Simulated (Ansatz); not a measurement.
Start of a relaxation of Nb₂PdSe₅:

```yaml
crystal:
  lattice:
    - [-2.49815, 4.21621, 4.49721]
    - [2.49815, -4.21621, 4.49721]
    - [2.49815, 4.21621, -4.49721]
  atoms:
    - { symbol: Nb, position: [0.00000, 0.00000, 0.00000] }
    - { symbol: Nb, position: [0.50000, 0.00000, 0.50000] }
    - { symbol: Pd, position: [0.50000, 0.50000, 0.00000] }
    - { symbol: Se, position: [0.59670, 0.76705, 0.82965] }
    - { symbol: Se, position: [0.06260, 0.23295, 0.82965] }
    - { symbol: Se, position: [0.40330, 0.23295, 0.17035] }
    - { symbol: Se, position: [0.93740, 0.76705, 0.17035] }
    - { symbol: Se, position: [0.00000, 0.50000, 0.50000] }
```

Level of theory: DFT PBE, scalar-relativistic, plane waves, PAW (Ansatz). Cutoff 420 eV, Gaussian smearing, Γ-centred meshes. Cell and atoms relax first on a coarse mesh, the cell is then made exact in the group found at 0.06 to 0.08 Å, and last on a converged mesh; the steps can't lower the symmetry of their start. No spin polarisation.

A guess keeps its type if space group and coordination stay and the shape of the cell changes little (axis ratios within about 15 %, angles within 6°); the volume may change.

Problem. Does this structure survive the relaxation?

Solution. It doesn't keep its type. The symmetry stays Immm (No. 71). The volume per atom grows by 11.6 %, from 23.7 to 26.4 Å³. The shortest distance goes from 2.50 Å (Nb–Pd and Nb–Se) to 2.53 Å (Nb–Se). Counting neighbours within 15 % of an atom's shortest distance, the start has Nb 2/6, Pd 6, Se 2/5 and the end Nb 6, Pd 2, Se 2. In detail, at the end around Nb on its first site lie 6 Se at 2.55–2.65 Å and 2 Nb at 3.13 Å; Pd is surrounded by 2 Nb at 2.65 Å, 2 Se at 3.13 Å and 8 Se at 3.66 Å; Se on a site of symmetry m is surrounded by 2 Nb at 2.53–2.55 Å; 2 more sites not described.

```cif
data_structure
_symmetry_space_group_name_H-M 'Immm'
_symmetry_Int_Tables_number 71
_cell_length_a 5.2962
_cell_length_b 6.2631
_cell_length_c 12.7461
_cell_angle_alpha 90.000
_cell_angle_beta 90.000
_cell_angle_gamma 90.000
_cell_volume 422.79
loop_
_atom_site_label
_atom_site_type_symbol
_atom_site_symmetry_multiplicity
_atom_site_Wyckoff_symbol
_atom_site_fract_x
_atom_site_fract_y
_atom_site_fract_z
_atom_site_occupancy
Nb1 Nb 2 a 0.00000 0.00000 0.00000 1
Nb2 Nb 2 d 0.00000 0.50000 0.00000 1
Pd1 Pd 2 c 0.50000 0.50000 0.00000 1
Se1 Se 8 l 0.00000 0.74657 0.84319 1
Se2 Se 2 b 0.50000 0.00000 0.00000 1
```

Formation energies are uncorrected and refer to the elements' standard structures at the same level.

Problem. At what energy does it end?

Solution. −0.20 eV/atom.

The last run used an 8×8×8 mesh for its 8-atom cell and Gaussian smearing of 0.10 eV. Weakly bound directions are ill-defined at this level, which has no dispersion term. The reference form of Se is held partly by dispersion forces, which this level lacks. A structure relaxed within its symmetry needn't be a true minimum. Another cell of the same search, in P1, lies 207 meV/atom lower, so this cell isn't the stable form at this level.

In counts of neighbours, a slash parts the counts of unlike sites.
